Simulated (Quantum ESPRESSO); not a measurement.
```
CELL_PARAMETERS angstrom
      6.65778     0.00000     0.00000
      0.00000     3.76076     0.00000
     -2.49033     0.00000     6.87586
ATOMIC_POSITIONS crystal
  O  0.36213 0.25000 0.76026
  O  0.63787 0.75000 0.23974
  O  0.79068 0.25000 0.94522
  O  0.20932 0.75000 0.05478
  O  0.41068 0.25000 0.37250
  O  0.58932 0.75000 0.62750
  F  0.86410 0.25000 0.59966
  F  0.13590 0.75000 0.40034
  Na 0.91127 0.25000 0.29510
  Na 0.08873 0.75000 0.70490
  Mo 0.60311 0.25000 0.71398
  Mo 0.39689 0.75000 0.28602
```

The geometry is that of Materials Project entry mp-1209982, symmetrised and not relaxed again.

Problem. What does norm-conserving PBEsol (Quantum ESPRESSO, 88 Ry, no spin-orbit coupling) give for the electronic structure near the Fermi level?

Solution. The PBEsol gap is indirect, 3.01 eV, from X to 75 % of the way from C to E; the smallest direct gap is 3.05 eV. Spin-orbit splittings are left out.

The structure is a Materials Project entry; no match was found in the copy of COD used, and its stability was not checked.
